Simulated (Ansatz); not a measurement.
In DFT-r²SCAN in the program Ansatz with PAW potentials, SiO2 in the trigonal phase (P3_121; O on 6c, Si on 3a) relaxes to a = 4.920 Å, c = 5.416 Å. O has 2 nearest neighbours from 1.61 Å (bent); Si has 4 nearest neighbours from 1.61 Å (tetrahedral). Against the elements it lies at -2.99 eV/atom, with no fitted shifts.

The Kohn–Sham gap is 6.60 eV (indirect). The valence maximum lies at K and the conduction minimum at Γ. HSE06 on the same cell gives 7.78 eV. Electrons at the band edge weigh 0.49 mₑ (isotropic). The hole mass is 1.5, 8.0, 8.0 mₑ (principal values).

An equation-of-state fit gives a bulk modulus of 39.3 GPa. The relaxed-ion elastic constants in GPa are C11 = 86.3, C12 = 8.8, C13 = 12.3, C14 = -18.2, C33 = 107, C44 = 59.2. The elastic constants imply a Debye temperature near 572 K. Perturbation theory gives ε∞ = 2.37 (xx = yy), 2.40 (zz). Letting the ions move raises it to ε0 = 4.40 (xx = yy), 4.60 (zz). Born charges are O -1.69, Si +3.38 e. The phonon dispersion is stable (no imaginary branch). Without the LO–TO term the highest mode at Γ lies at 1163 cm⁻¹. Bader charges are O -1.68, Si +3.37 e.

The r²SCAN relaxation kept the symmetry of its start. The references are the lowest solids computed at this level, not always the standard phases (solids in place of the gases).

Potentials: the later of the program's two PAW sets.
